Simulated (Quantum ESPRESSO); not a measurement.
Ga2ZnSiN4, input and log of a self-consistent run

Computed values, not a measurement. The program is pw.x of Quantum ESPRESSO 7.5 (plane-wave density functional theory). The cell is made up: 8 atoms on a zincblende/diamond lattice, with randomly drawn elements, strain and displacements, not relaxed. PseudoDojo standard norm-conserving files (v0.5 for PBE, v0.4.1 for LDA and PBEsol) set the functional; there is no spin polarisation, spin-orbit coupling or dispersion term, and the masses in the input are unused placeholders.

Input:

```
&control calculation='scf', pseudo_dir='./dojo.nc.sr.pbe.v0_5.standard.upf', outdir='./o', disk_io='medium', tprnfor=.true., tstress=.true. /
&system ibrav=0, nat=8, ntyp=4, nbnd=41, ecutwfc=84.00895049, nosym=.true., tot_charge=0,
 occupations='smearing', smearing='fd', degauss=0.0018374661
/
&electrons conv_thr=7.350e-09, electron_maxstep=60, /
ATOMIC_SPECIES
Ga 1.0 Ga.upf
N 1.0 N.upf
Si 1.0 Si.upf
Zn 1.0 Zn.upf
CELL_PARAMETERS angstrom
4.6902 -0.0336 0.0301
-0.0336 4.5739 -0.0009
0.0301 -0.0009 4.7089
ATOMIC_POSITIONS angstrom
Ga 0.0435 -0.0058 -0.0107
Zn -0.0168 2.2737 2.3529
Ga 2.3807 -0.0107 2.3903
Si 2.3189 2.27 -0.0115
N 1.1662 1.1609 1.1744
N 1.1396 3.4495 3.6063
N 3.5433 1.1281 3.5685
N 3.4472 3.4363 1.205
K_POINTS automatic
4 4 4 1 1 1
```

The log is shortened where brackets say so; the opening notice, blank lines, dates and the lines on written files are dropped, and the path of the files is cut. It prints rydbergs, bohrs and kilobars, and counts compression as positive stress.

```
     Program PWSCF v.7.5
     Parallel version (MPI & OpenMP), running on       1 processor cores
     Number of MPI processes:                 1
     Threads/MPI process:                     1
     [start-up lines left out]
     bravais-lattice index     =            0
     lattice parameter (alat)  =       8.8636  a.u.
     unit-cell volume          =     681.6374 (a.u.)^3
     number of atoms/cell      =            8
     number of atomic types    =            4
     number of electrons       =        70.00
     number of Kohn-Sham states=           41
     kinetic-energy cutoff     =      84.0090  Ry
     charge density cutoff     =     336.0358  Ry
     scf convergence threshold =      7.3E-09
     mixing beta               =       0.7000
     number of iterations used =            8  plain     mixing
     Exchange-correlation= PBE
                           (   1   4   3   4   0   0   0)
     [axes and pseudopotential details left out]
   Cartesian axes
     site n.     atom                  positions (alat units)
         1        Ga     tau(   1) = (   0.0092742  -0.0012366  -0.0022812  )
         2        Zn     tau(   2) = (  -0.0035818   0.4847543   0.5016398  )
         3        Ga     tau(   3) = (   0.5075668  -0.0022812   0.5096135  )
         4        Si     tau(   4) = (   0.4943910   0.4839655  -0.0024518  )
         5        N      tau(   5) = (   0.2486346   0.2475046   0.2503829  )
         6        N      tau(   6) = (   0.2429635   0.7354357   0.7688656  )
         7        N      tau(   7) = (   0.7554339   0.2405117   0.7608066  )
         8        N      tau(   8) = (   0.7349453   0.7326214   0.2569068  )
     number of k points=    32  Fermi-Dirac smearing, width (Ry)=  0.0018
                       cart. coord. in units 2pi/alat
        k(    1) = (   0.1251368   0.1291279   0.1237341), wk =   0.0625000
        k(    2) = (   0.1235388   0.1291652   0.3727631), wk =   0.0625000
     [further k points left out]
     Dense  grid:    70879 G-vectors     FFT dimensions: (  54,  54,  54)
     Estimated max dynamical RAM per process >      94.82 MB
     Initial potential from superposition of free atoms
     starting charge      69.9939, renormalised to      70.0000
     Starting wfcs are   48 randomized atomic wfcs
     total cpu time spent up to now is        9.4 secs
     per-process dynamical memory:    54.4 Mb
     Self-consistent Calculation
     iteration #  1     ecut=    84.01 Ry     beta= 0.70
     Davidson diagonalization with overlap
     ethr =  1.00E-02,  avg # of iterations =  3.0
     total cpu time spent up to now is       27.0 secs
     total energy              =    -814.68855408 Ry
     estimated scf accuracy    <       1.95932090 Ry
     iteration #  2     ecut=    84.01 Ry     beta= 0.70
     Davidson diagonalization with overlap
     ethr =  2.80E-03,  avg # of iterations =  3.0
     total cpu time spent up to now is       45.0 secs
     total energy              =    -815.21609692 Ry
     estimated scf accuracy    <       2.42371432 Ry
     iteration #  3     ecut=    84.01 Ry     beta= 0.70
     Davidson diagonalization with overlap
     ethr =  2.80E-03,  avg # of iterations =  2.0
     total cpu time spent up to now is       60.3 secs
     total energy              =    -815.61087550 Ry
     estimated scf accuracy    <       0.02842862 Ry
     iteration #  4     ecut=    84.01 Ry     beta= 0.70
     Davidson diagonalization with overlap
     ethr =  4.06E-05,  avg # of iterations =  6.2
     total cpu time spent up to now is       85.5 secs
     total energy              =    -815.62907585 Ry
     estimated scf accuracy    <       0.01117365 Ry
     iteration #  5     ecut=    84.01 Ry     beta= 0.70
     Davidson diagonalization with overlap
     ethr =  1.60E-05,  avg # of iterations =  2.0
     total cpu time spent up to now is       99.1 secs
     total energy              =    -815.62949104 Ry
     estimated scf accuracy    <       0.00456857 Ry
     [iterations 6 to 8 left out]
     iteration #  9     ecut=    84.01 Ry     beta= 0.70
     Davidson diagonalization with overlap
     ethr =  9.45E-09,  avg # of iterations =  2.8
     total cpu time spent up to now is      169.2 secs
     total energy              =    -815.62957278 Ry
     estimated scf accuracy    <       0.00000631 Ry
     iteration # 10     ecut=    84.01 Ry     beta= 0.70
     Davidson diagonalization with overlap
     ethr =  9.01E-09,  avg # of iterations =  1.9
     total cpu time spent up to now is      180.0 secs
     total energy              =    -815.62957255 Ry
     estimated scf accuracy    <       0.00000150 Ry
     iteration # 11     ecut=    84.01 Ry     beta= 0.70
     Davidson diagonalization with overlap
     ethr =  2.15E-09,  avg # of iterations =  2.0
     total cpu time spent up to now is      192.3 secs
     total energy              =    -815.62957280 Ry
     estimated scf accuracy    <       0.00000003 Ry
     iteration # 12     ecut=    84.01 Ry     beta= 0.70
     Davidson diagonalization with overlap
     ethr =  4.48E-11,  avg # of iterations =  4.0
     total cpu time spent up to now is      209.3 secs
     total energy              =    -815.62957282 Ry
     estimated scf accuracy    <       0.00000002 Ry
     iteration # 13     ecut=    84.01 Ry     beta= 0.70
     Davidson diagonalization with overlap
     ethr =  2.89E-11,  avg # of iterations =  2.0
     total cpu time spent up to now is      221.0 secs
     End of self-consistent calculation
     [lines on levels left out]
!    total energy              =    -815.62957283 Ry
     estimated scf accuracy    <          1.7E-09 Ry
     smearing contrib. (-TS)   =       0.00000000 Ry
     internal energy E=F+TS    =    -815.62957283 Ry
     The total energy is F=E-TS. E is the sum of the following terms:
     one-electron contribution =    -495.85431578 Ry
     hartree contribution      =     292.86569270 Ry
     xc contribution           =    -156.06608467 Ry
     ewald contribution        =    -456.57486507 Ry
     convergence has been achieved in  13 iterations
     Forces acting on atoms (cartesian axes, Ry/au):
     atom    1 type  1   force =    -0.03402411    0.01701913    0.03168193
     atom    2 type  4   force =     0.00341660    0.01926875   -0.00929751
     atom    3 type  1   force =    -0.01770711    0.00570227   -0.00759573
     atom    4 type  3   force =    -0.00307929    0.00709646    0.03203111
     atom    5 type  2   force =     0.07391265    0.02598164   -0.06029967
     atom    6 type  2   force =     0.09192479   -0.05907318    0.01805402
     atom    7 type  2   force =    -0.07630136    0.03010800    0.06702336
     atom    8 type  2   force =    -0.03814217   -0.04610308   -0.07159750
     Total force =     0.215353     Total SCF correction =     0.000064
     Computing stress (Cartesian axis) and pressure
          total   stress  (Ry/bohr**3)                   (kbar)     P=     -166.34
  -0.00118593   0.00009443  -0.00014365         -174.46       13.89      -21.13
   0.00009443  -0.00102617   0.00006362           13.89     -150.96        9.36
  -0.00014365   0.00006362  -0.00118018          -21.13        9.36     -173.61
     init_run     :      8.66s CPU      9.19s WALL (       1 calls)
     electrons    :    206.14s CPU    211.62s WALL (       1 calls)
     forces       :      1.97s CPU      1.99s WALL (       1 calls)
     stress       :      7.73s CPU      7.77s WALL (       1 calls)
     [timing details left out]
     PWSCF        :   3m44.72s CPU   3m50.88s WALL
     JOB DONE.
```

In other units: free energy -11097.206 eV for the cell, pressure -16.63 GPa, largest force component 2.363 eV/Å. A rerun of this cell at 1437 eV and a 6 x 6 x 6 mesh moved values by no more than 0.003 eV in energy, 0.02 GPa in stress and 0.002 eV/Å in force.